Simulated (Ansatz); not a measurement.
NaLaS₂:
```cif
data_La4Na4S8
_chemical_formula_sum 'Na4 La4 S8'
_space_group_name_H-M_alt 'I41/amd :1'
_space_group_IT_number 141
_space_group_name_Hall 'I 4bw 2bw -1bw'
_cell_length_a 5.79645
_cell_length_b 5.79645
_cell_length_c 12.16848
_cell_angle_alpha 90.000
_cell_angle_beta 90.000
_cell_angle_gamma 90.000
loop_
_atom_site_label
_atom_site_type_symbol
_atom_site_symmetry_multiplicity
_atom_site_Wyckoff_symbol
_atom_site_fract_x
_atom_site_fract_y
_atom_site_fract_z
_atom_site_occupancy
Na1 Na 4 a 0.00000 0.00000 0.00000 1
La1 La 4 b 0.00000 0.00000 0.50000 1
S1 S 8 e 0.00000 0.00000 0.26291 1
```
(The calculation used a cell of 8 atoms; values per cell refer to that cell.)

Relaxed at zero pressure with plane-wave PAW r²SCAN (Ansatz code).

### Question
The volume is raised by 6 % and shape and atoms relax at that volume. What pressure results, and how do the axes share the change?

### Answer
-2.1 GPa; a 0.8 %, b 0.8 %, c 4.3 %; the energy rises by 11 meV/atom.

### Question
Give the new structure.

### Answer

Space group I4₁/amd, origin choice 1 (No. 141); a = b = 5.842 Å, c = 12.696 Å, α = β = γ = 90.00°

| atom | site | symmetry | x | y | z |
|---|---|---|---|---|---|
| Na | 4a | -4m2 | 0.0000 | 0.0000 | 0.0000 |
| La | 4b | -4m2 | 0.0000 | 0.0000 | 0.5000 |
| S | 8e | 2mm. | 0.0000 | 0.0000 | 0.2702 |

The phase is kept; no other phase was compared at this pressure.

Space group I4_1/amd. The workflow started from a Materials Project entry (that database holds measured and hypothetical structures alike); the Crystallography Open Database copy checked does not list it. Its standing as an ambient phase is unchecked. The r²SCAN relaxation kept the symmetry of its start; its stability against distortions is not shown here. Spin–orbit coupling is left out wherever it is not named.

Potentials: the later of the program's two PAW sets.
